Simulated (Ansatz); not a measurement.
HfRh3:
```xyz
4
Lattice="3.8950 0.0000 0.0000 0.0000 3.8950 0.0000 0.0000 0.0000 3.8950" Properties=species:S:1:pos:R:3 pbc="T T T"
Hf     0.0000     0.0000     0.0000
Rh     1.9475     0.0000     1.9475
Rh     0.0000     1.9475     1.9475
Rh     1.9475     1.9475     0.0000
```

Relaxed with PBEsol. Special points in fractions of this cell's reciprocal vectors: Γ (0.000, 0.000, 0.000); X (0.000, 0.500, 0.000); M (0.500, 0.500, 0.000); R (0.500, 0.500, 0.500).

**Question.** List the band energies nearest the Fermi level at these points for plane-wave PAW PBEsol (Ansatz code).

**Answer.** In eV from the Fermi level; about four levels below and three above (degenerate sets whole), none deeper than 8.9 eV; points with the same levels are listed once.

| k | below | above |
|---|---|---|
| Γ | -2.06 -2.06 -2.06 -0.19 -0.19 | 0.72 1.20 1.20 1.20 |
| X | -1.15 -1.06 -1.06 -0.96 | 0.07 1.20 2.05 2.05 |
| M | -1.40 -1.40 -1.39 -0.83 -0.70 | 2.83 2.83 3.26 3.26 |
| R | -2.02 -2.02 -2.02 -1.61 -1.61 | 0.79 0.79 0.79 |

Space group Pm-3m (Cu3Au type). The workflow started from a Materials Project entry (that database holds measured and hypothetical structures alike); the Crystallography Open Database files this formula in space group No. 221, but the cells were not matched. Whether it is the stable phase at ambient conditions was not checked. Symmetry was held in the PBEsol relaxation; of distortions, only those at the zone centre were tested. No spin polarisation was allowed. Spin–orbit coupling is left out wherever it is not named.

Potentials: the later of the program's two PAW sets.
